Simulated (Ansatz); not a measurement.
MnO2:
```
MnO2
1.0
    3.09944    -3.09944     0.00000
    3.09944     3.09944     0.00000
    0.00000     0.00000     2.86105
Mn O
2 4
Direct
  0.00000   0.00000   0.00000
  0.50000   0.50000   0.50000
  0.69524   0.69524   0.00000
  0.80476   0.19524   0.50000
  0.30476   0.30476   0.00000
  0.19524   0.80476   0.50000
```
Starting moments (μB, in the order of the atoms Mn Mn O O O O): 2.7 -2.7 -0.1 0.1 -0.1 0.1.

Relaxed with r²SCAN.

Task: Map the electron localisation function on the plane through (0.000, 0.000, 0.000) spanned by u = [0, 0, 1] and v = [1, 1, 0] in lattice vectors, from DFT-r²SCAN in the program Ansatz with PAW potentials.

Result: x is the fraction of u, y of v (the angle between them is 90°; rows are the nearest grid lines); atoms in the plane: Mn at (0.00, 0.00), Mn at (0.50, 0.50), O at (0.00, 0.70), O at (0.00, 0.30).
```
|@@%*-.     .-*%@@|
|@@%*-.     .-*%@@|
|==-:.       .:-==|
|...           ...|
|--::.       .::--|
|%%%%*-.   .-*%%%%|
|*#%%#+:   :+#%%#*|
|:=#%%*-   -*%%#=:|
|*#%@#-.....-#@%#*|
|%%%%=..-=-..=%%%%|
|##*-.:=*#*=:.-*##|
|.  .-*%@@@%*-.  .|
|.  .-*%@@@%*-.  .|
|##*-.:=*#*=:.-*##|
|%%%%=..-=-..=%%%%|
|*#%@#-.....-#@%#*|
|:=#%%*-   -*%%#=:|
|*#%%#+:   :+#%%#*|
|%%%%*-.   .-*%%%%|
|--::.       .::--|
|...           ...|
|==-:.       .:-==|
|@@%*-.     .-*%@@|
|@@%*-.     .-*%@@|
```
Scale: ten equal steps from 0.026 (start of ' ') to 0.904 (end of '@'), in the order ' .:-=+*#%@'; x runs from 0.000 to 1.00, y from 0.000 (bottom) to 1.00 (top).

The density is the valence pseudo-density with augmentation charge, so density and ELF within about 1 Å of a nucleus are not all-electron values.

Space group P4_2/mnm (rutile). Symmetry was held in the r²SCAN relaxation, as lowered by the spin order. Magnetic state: antiferromagnetic, chosen from 5 collinear starts compared on coarse meshes (ties went to the first, and starts can fall back to one state), not a proven ground state. Textbook magnetic order: helical. Other orbital occupations within this spin state were not tried. No Hubbard U is applied.

Potentials: the later of the program's two PAW sets.
